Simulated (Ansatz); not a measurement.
YPt3 (Cu3Au type, Pm-3m) at seven volumes, the program Ansatz at the r²SCAN level (PAW), scaled uniformly. One row is withheld.

| V (Å³/atom) | P (GPa) |
|---|---|
| 15.633 | 22.11 |
| 16.148 | 13.36 |
| 16.663 | 6.07 |
| 17.179 | 0.00 |
| 17.694 | ? |
| 18.210 | -9.30 |
| 18.725 | -12.84 |

Question: Fit the shown pressures and predict the withheld one.

Answer: Third-order Birch–Murnaghan: P = (3/2)B₀(x^(7/2) − x^(5/2))[1 + (3/4)(B′ − 4)(x − 1)] with x = (V₀/V)^(2/3). Least squares on the six rows gives V₀ = 17.178 Å³/atom, B₀ = 184.9 GPa, B′ = 5.04. At V = 17.694, x = 0.9805 and P = -5.08 GPa. The run itself gave -5.07 GPa.

The workflow started from an entry of the Crystallography Open Database (COD). Its standing as an ambient phase is unchecked. The cell was relaxed with r²SCAN under the symmetry of its start; its stability against distortions is not shown here. No spin polarisation was allowed. Spin–orbit coupling is left out wherever it is not named.

Potentials: the later of the program's two PAW sets.
